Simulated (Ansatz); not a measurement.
**Property card for AlGaAs2**

AlGaAs2:
```xyz
4
Lattice="4.0108 0.0000 0.0000 0.0000 4.0108 0.0000 0.0000 0.0000 5.6596" Properties=species:S:1:pos:R:3 pbc="T T T"
Ga     0.0000     0.0000     0.0000
As     2.0054     0.0000     1.4162
Al     2.0054     2.0054     2.8298
As     0.0000     2.0054     4.2433
```

Space group P-4m2 (No. 115); conventional cell a = 4.0108 Å, b = 4.0108 Å, c = 5.6596 Å, α = 90.00°, β = 90.00°, γ = 90.00°.

Method: PBEsol (plane waves, PAW; program Ansatz). The cell and atoms are relaxed at this level. Other levels are named where they apply.

### Cell and energy

```json
{
 "volume_per_atom": "22.76 Å³",
 "density": "4.50 g/cm³",
 "Formation energy from the elements (no fitted shifts)": "-0.37 eV/atom"
}
```

### Electronic structure

```json
{
  "band_gap": "1.01 eV (direct)",
  "valence_band_maximum": "at Γ",
  "conduction_band_minimum": "at Γ",
  "electron_effective_mass": "0.069, 0.069, 0.11 mₑ (principal values)",
  "Electron effective mass with spin–orbit coupling": "0.068, 0.068, 0.11 mₑ (principal values)",
  "Hole effective mass, band 1 of 2 at the edge": "3.3 along x, 0.41 along z (mₑ)",
  "Hole effective mass, band 2 of 2 at the edge": "0.058 along x, 0.41 along z (mₑ)",
  "Hole effective mass with spin–orbit coupling": "0.11, 0.12, 0.39 mₑ (principal values)",
  "Gap with spin–orbit coupling": "0.91 eV"
}
```

### Mechanics

```json
{
  "Bulk modulus (Birch–Murnaghan fit)": "70.7 GPa",
  "Pressure derivative B′": "4.4",
  "Elastic constants (relaxed ions, GPa)": "C11 = 134, C12 = 26.9, C13 = 51.8, C33 = 108, C44 = 52.7, C66 = 28.4",
  "mechanical_stability": "stable (all eigenvalues of C positive)",
  "hill_bulk_and_shear_moduli": "70.8 and 41.2 GPa",
  "Young's modulus": "104 GPa",
  "Poisson's ratio": "0.26",
  "debye_temperature_from_the_elastic_constants": "353 K",
  "Piezoelectric stress constants (proper, relaxed ions, C/m²)": "e15 = -0.15, e24 = 0.15, e31 = -0.13, e32 = 0.13"
}
```

### Dielectric response

```json
{
  "Electronic dielectric constant ε∞ (DFPT)": "11.5 (xx = yy), 11.5 (zz)",
  "Static dielectric constant ε0 (ions relaxed, cell fixed)": "13.5 (xx = yy), 13.5 (zz)",
  "Born charges (a third of the trace)": "Ga +2.23, As -2.14, Al +2.05 e"
}
```

### Phonons

```json
{
  "Highest zone-centre frequency (without LO–TO term)": "367 cm⁻¹",
  "zone_centre_stability": "no imaginary mode at Γ"
}
```

The start of the workflow was typed in or built on a structure type; neither database checked (COD, Materials Project) lists it. Its standing as an ambient phase is unchecked. The PBEsol relaxation kept the symmetry of its start. Signs of piezoelectric constants follow the polarity of the cell as given. The references are the lowest solids computed at this level, not always the standard phases. Scalar-relativistic: spin–orbit coupling is off unless named, which matters more the heavier the elements.

Potentials: the earlier of the program's two PAW sets. The files were generated under PBE; for other functionals the program regenerates the frozen cores, and for LDA and PBEsol the local potential too.
